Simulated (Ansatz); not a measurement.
Hf₂O₃ in space group P-4m2 (No. 115; Hf on 2g, O on 1a, O on 1b, O on 1d), a = 3.531 Å, b = 3.531 Å, c = 4.997 Å, α = 90.00°, β = 90.00°, γ = 90.00°.

Relaxed with PBEsol in the plane-wave PAW code Ansatz. Indices refer to the conventional cell of P-4m2, a = b = 3.5312 Å, c = 4.9969 Å, α = β = γ = 90.00°.

Task: Simulate the powder diffraction pattern (Cu Kα, λ = 1.54184 Å; lines above 1 %) up to 2θ = 90°.

Result: Simulated powder pattern, Cu Kα, λ = 1.54184 Å (kinematic, ideal powder, no thermal factors, no anomalous dispersion; the 30 strongest lines at most, above 1 %, up to 2θ = 90°):

```tsv
2θ (°)	d (Å)	I/Imax (%)	hkl
31.01	2.884	100	(101)
35.95	2.498	13	(002)
35.97	2.497	25	(110)
51.76	1.766	31	(112)
51.78	1.766	15	(200)
61.56	1.506	15	(103)
61.59	1.506	30	(211)
64.64	1.442	10	(202)
76.21	1.249	2.4	(004)
76.27	1.248	4.8	(220)
84.55	1.146	13	(213)
84.58	1.146	6.3	(301)
87.27	1.117	4.9	(114)
87.31	1.117	4.9	(222)
87.32	1.117	4.9	(310)
```

The start of the workflow was typed in or built on a structure type; neither database checked (COD, Materials Project) lists it. Whether it is the stable phase at ambient conditions was not checked. The cell was relaxed with PBEsol under the symmetry of its start; whether a distortion lowers the energy is not shown. No spin polarisation was allowed. Spin–orbit coupling is left out wherever it is not named.

Potentials: the earlier of the program's two PAW sets. The files were generated under PBE; for other functionals the program regenerates the frozen cores, and for LDA and PBEsol the local potential too.
